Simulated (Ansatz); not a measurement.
The start is a generated cell, Ta built in the AFLOW prototype A_tI2_139_a (A_a). The cell and all atomic positions are relaxed at zero pressure with PBEsol (plane waves to 420 eV, PAW, scalar-relativistic; Ansatz, a program for electronic structure). The first steps use a coarse 14×14×14 k-mesh.

Starting cell:
```
Ta
1.0
   -1.76567     1.76567     1.45403
    1.76567    -1.76567     1.45403
    1.76567     1.76567    -1.45403
Ta
1
Direct
  0.00000   0.00000   0.00000
```

```yaml
outcome: The space group goes from I4/mmm (No. 139) to Im-3m (No. 229); the end is bcc (W type), with 1 atom in the primitive cell
energy_released: 0.13 eV/atom
volume_change: -2.5 %, from 18.13 to 17.67 Å³/atom
Shortest distances (start → end): "The closest pairs of elements (up to four, under 3.6 Å), start → end: Ta–Ta 2.89 → 2.84 Å"
optimiser_moves: 10
```

It ends as:

Space group Im-3m (No. 229); a = 3.2819 Å, b = 3.2819 Å, c = 3.2819 Å, α = 90.00°, β = 90.00°, γ = 90.00°

| atom | site | symmetry | x | y | z |
|---|---|---|---|---|---|
| Ta | 2a | m-3m | 0.0000 | 0.0000 | 0.0000 |
(The calculation used a cell of 1 atom; values per cell refer to that cell.)

Final values are on a 20×20×20 k-mesh of the relaxed cell. No spin polarisation in the result.

The run could not lose the symmetry of its start; a randomly shaken copy of 2 atoms returns to this structure.
